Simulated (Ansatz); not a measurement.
KTaO$_{3}$ (cubic perovskite, Pm-3m) under volume change, plane-wave PAW LDA (Ansatz code), scaled uniformly.

```
V (Å³/atom)  E − E(relaxed) (meV/atom)  P (GPa)
-----------  -------------------------  -------
11.234                            80.5    25.31
11.604                            33.8    15.46
11.974                             7.9     7.10
12.345                             0.0    -0.01
12.715                             7.2    -6.05
13.085                            27.2   -11.18
13.456                            58.2   -15.52
```

Task: What does a third-order Birch–Murnaghan fit give for V₀, B₀ and B′?

Result: V₀ = 12.34 Å³/atom, B₀ = 218 GPa, B′ = 4.4.

The LDA relaxation kept the symmetry of its start. No spin polarisation was allowed. Spin–orbit coupling is left out wherever it is not named.

Potentials: the later of the program's two PAW sets.
